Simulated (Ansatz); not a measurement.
MoW:
Space group Cmcm (No. 63); a = 2.6000 Å, b = 10.7059 Å, c = 4.6800 Å, α = 90.00°, β = 90.00°, γ = 90.00°

| atom | site | symmetry | x | y | z |
|---|---|---|---|---|---|
| W | 4c | m2m | 0.0000 | 0.3210 | 0.2500 |
| Mo | 4c | m2m | 0.0000 | 0.0686 | 0.2500 |
(The calculation used a cell of 4 atoms; values per cell refer to that cell.)

Relaxed with PBE.

Problem. Which orbitals make up the states near the Fermi level in the program Ansatz at the PBE level (PAW)?

Solution. Within 0.5 eV of the Fermi level: Mo 4d 47 %, W 5d 41 %. Projections are on Löwdin-orthogonalised atomic valence shells; empty p or d shells of many metals are not among them.

Problem. Tabulate the density of states.

Solution. States/eV per cell of 4 atoms, in 0.25 eV bins, energy from the Fermi level.

```csv
E (eV),total,Mo 4d,W 5d,W 6s
-7.85,0.16,0.00,0.00,0.08
-7.60,0.22,0.00,0.00,0.11
-7.35,0.29,0.01,0.01,0.15
-7.10,0.37,0.01,0.01,0.20
-6.85,0.44,0.02,0.02,0.24
-6.60,0.49,0.03,0.03,0.26
-6.35,0.52,0.05,0.04,0.28
-6.10,0.62,0.08,0.07,0.31
-5.85,0.84,0.14,0.13,0.37
-5.60,1.35,0.27,0.30,0.49
-5.35,1.62,0.49,0.39,0.49
-5.10,3.10,1.31,0.95,0.55
-4.85,3.16,1.21,1.23,0.34
-4.60,3.32,1.25,1.29,0.27
-4.35,3.99,1.58,1.68,0.24
-4.10,4.32,1.68,2.10,0.11
-3.85,5.09,2.07,2.41,0.13
-3.60,4.92,2.18,2.29,0.10
-3.35,5.47,2.59,2.50,0.11
-3.10,4.51,2.25,1.99,0.07
-2.85,4.19,2.17,1.75,0.06
-2.60,4.38,2.23,1.82,0.09
-2.35,4.32,2.26,1.75,0.10
-2.10,5.34,2.80,2.14,0.11
-1.85,5.76,2.71,2.54,0.16
-1.60,4.37,2.10,1.88,0.10
-1.35,4.33,2.04,1.85,0.12
-1.10,4.33,2.01,1.85,0.13
-0.85,3.93,1.77,1.72,0.11
-0.60,3.84,1.70,1.67,0.12
-0.35,3.28,1.52,1.34,0.12
-0.10,3.33,1.46,1.46,0.12
0.15,4.07,1.95,1.65,0.13
0.40,3.86,1.87,1.55,0.12
0.65,4.62,2.15,2.04,0.14
0.90,4.63,2.23,2.09,0.09
1.15,4.60,2.33,1.98,0.09
1.40,4.48,2.24,1.87,0.09
1.65,3.46,1.76,1.43,0.06
1.90,3.59,1.91,1.42,0.06
2.15,3.00,1.60,1.24,0.04
2.40,3.07,1.59,1.31,0.04
2.65,2.81,1.41,1.24,0.04
```

The start of the workflow was typed in or built on a structure type; neither database checked (COD, Materials Project) lists it. Its standing as an ambient phase is unchecked. The cell was relaxed with PBE under the symmetry of its start; whether a distortion lowers the energy is not shown. No spin polarisation was allowed. Its formation energy is positive at this level, so the cell may be metastable or incomplete. Axis ratios of metals converge slowly with the k-mesh, so a and c are less sure than the volume. Scalar-relativistic: spin–orbit coupling is off unless named, which matters more the heavier the elements.

Potentials: the later of the program's two PAW sets.
